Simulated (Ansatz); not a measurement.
Total density of states per atom from the program Ansatz at the LDA level (PAW), in 0.25 eV bins, energy from the valence-band maximum:

```
E (eV) | states/eV/atom
    -7.85 | ############### 0.26
    -7.60 | ############## 0.24
    -7.35 | ############# 0.23
    -7.10 | ############# 0.23
    -6.85 | ############### 0.26
    -6.60 | ################ 0.27
    -6.35 | ################## 0.32
    -6.10 | ############### 0.26
    -5.85 | ################# 0.29
    -5.60 | ################### 0.34
    -5.35 | ###################### 0.38
    -5.10 | ######################## 0.42
    -4.85 | ##################### 0.38
    -4.60 | ###################### 0.39
    -4.35 | ########################## 0.45
    -4.10 | ###################### 0.39
    -3.85 | ##################### 0.37
    -3.60 | ##################### 0.37
    -3.35 | ############################## 0.53
    -3.10 | ############################## 0.53
    -2.85 | ########################### 0.48
    -2.60 | ####################### 0.41
    -2.35 | ##################### 0.38
    -2.10 | ################## 0.32
    -1.85 | ############## 0.25
    -1.60 | ############ 0.21
    -1.35 | ########## 0.17
    -1.10 | ######## 0.14
    -0.85 | ####### 0.11
    -0.60 | ##### 0.09
    -0.35 | ### 0.06
    -0.10 | # 0.02
     0.15 |  0.00
     0.40 |  0.00
     0.65 |  0.00
     0.90 |  0.00
     1.15 |  0.00
     1.40 |  0.00
     1.65 |  0.00
     1.90 |  0.00
     2.15 |  0.00
     2.40 |  0.00
     2.65 |  0.00
     2.90 |  0.00
     3.15 |  0.00
     3.40 |  0.00
     3.65 |  0.00
     3.90 |  0.00
     4.15 |  0.00
     4.40 |  0.00
     4.65 |  0.00
     4.90 |  0.00
     5.15 |  0.00
     5.40 |  0.00
     5.65 | # 0.02
     5.90 | ### 0.05
     6.15 | ###### 0.11
     6.40 | ####### 0.12
     6.65 | ######## 0.14
     6.90 | ############# 0.23
     7.15 | ################ 0.29
     7.40 | ############ 0.21
     7.65 | ########### 0.19
     7.90 | ########## 0.17
     8.15 | ############ 0.21
     8.40 | ############## 0.24
     8.65 | ############# 0.23
     8.90 | ################### 0.33
     9.15 | ################### 0.33
     9.40 | ################## 0.31
     9.65 | ####################### 0.40
     9.90 | #################### 0.35
    10.15 | ################# 0.30
```

Which compound is it?
A. La2B4Rh5, Fmmm (Pearson symbol oF44)
B. N, α-N2
C. BN, P6_3mc (B on 2a, B on 2b, N on 2a, N on 2b)
D. NbN, rock salt

C, BN, P6_3mc (B on 2a, B on 2b, N on 2a, N on 2b). Top 1 eV of the valence band: N 2p 84 %, B 2p 14 %. Bottom 1 eV of the conduction band: B 2p 50 %, N 2s 26 %, N 2p 8 %, outside the projected shells 11 %. Projections are on Löwdin-orthogonalised atomic valence shells; empty p or d shells of many metals are not among them.

A made-up cell: these elements were put on the sites of a structure type. Its sites differ from those of the usual phase in this space group: another stacking or structure type. The cell was relaxed with LDA under the symmetry of its start; phonons on a q-mesh show no instability.

Potentials: the later of the program's two PAW sets.
